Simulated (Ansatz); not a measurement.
Consider a crystal of NbFe2N3 in space group P6/mmm (No. 191), with Nb on 1b; Fe on 2c; N on 3f.

Theory: DFT PBE, scalar-relativistic, plane waves, PAW (Ansatz). Cutoff 420 eV, Γ-centred mesh, Gaussian smearing, no spin polarisation.

Energies over the elements count from the elements' standard structures at the same level (N₂ as a molecule), with no fitted energy shifts.

**Question.** Predict the relaxed structure.

**Answer.**

Space group P6/mmm (No. 191). a = 5.806 Å, b = 5.806 Å, c = 2.624 Å, α = 90.00°, β = 90.00°, γ = 120.00°
| atom | site | symmetry | x | y | z |
| --- | --- | --- | --- | --- | --- |
| Nb | 1b | 6/mmm | 0.0000 | 0.0000 | 0.5000 |
| Fe | 2c | -6m2 | 0.3333 | 0.6667 | 0.0000 |
| N | 3f | mmm | 0.5000 | 0.0000 | 0.0000 |

Nb is surrounded by 2 Nb at 2.62 Å; around Fe lie 3 N at 1.68 Å; N has 2 Fe at 1.68 Å. Another local minimum with the same sites may exist.

**Question.** And its energy and gap?

**Answer.** The energy over the elements is +0.93 eV/atom and the gap on the 6×6×14 mesh of the 6-atom cell is 0 eV (a metal). A positive value: parting into the elements would lower its energy.

The last run used Gaussian smearing of 0.10 eV. Trial moments died out on the coarse mesh, so the last step has no spin; another magnetic start might hold. A structure relaxed within its symmetry needn't be a true minimum. Another cell of NbFe2N3 relaxed alike but with spin, in Amm2, lies 0.90 eV/atom lower, so this cell isn't the stable form at this level.
